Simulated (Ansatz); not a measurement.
CsSrF₃: energy along a strain

CsSrF₃, Pm-3m, a = 4.763 Å (as given, not relaxed at this level: -0.7 GPa). The structure is a Materials Project entry; whether it is the stable form wasn't checked. Ansatz: PBEsol, PAW, 420 eV, Γ-centred 6×6×6 mesh on 5 atoms, Gaussian smearing 0.05 eV; no spin polarisation. Cell vectors (Å): 4.763 0.000 0.000; 0.000 4.763 0.000; 0.000 0.000 4.763. The cell is strained by x per cent times the pattern (1 1 0 0 0 0) in the order xx yy zz yz xz xy (engineering shears), with fractional coordinates held. y is the free energy over the start, V0 = 21.614 Å³/atom.

| x (%) | y (meV/atom) |
| --- | --- |
| -2.00 | 2.40 |
| -1.50 | 0.59 |
| -1.00 | -0.40 |
| -0.50 | -0.60 |
| 0.00 | 0.00 |
| 0.50 | 1.27 |
| 1.00 | 3.25 |
| 1.50 | 5.82 |
| 2.00 | ? |

Question: Fit y = c1 x + c2 x² + c3 x³ to the other rows, get the stiffness along the pattern, and predict the missing energy.

Answer: Least squares on the rows shown. y = 1.881 x + 1.422 x² − 0.05945 x³. The clamped-ion stiffness p·C·p = 2 × 14.22 eV × 160.2 / 21.614 Å³ = 211 GPa (second derivative at the start, which stands under stress). At x = 2.00 the fit asked for gives 8.97 meV/atom. The run gave 9.03 meV/atom, so the fit is 0.06 meV/atom too low, a small miss on the scale of the series.

Symmetry holds off the tilts and polar distortions that many cubic perovskites undergo.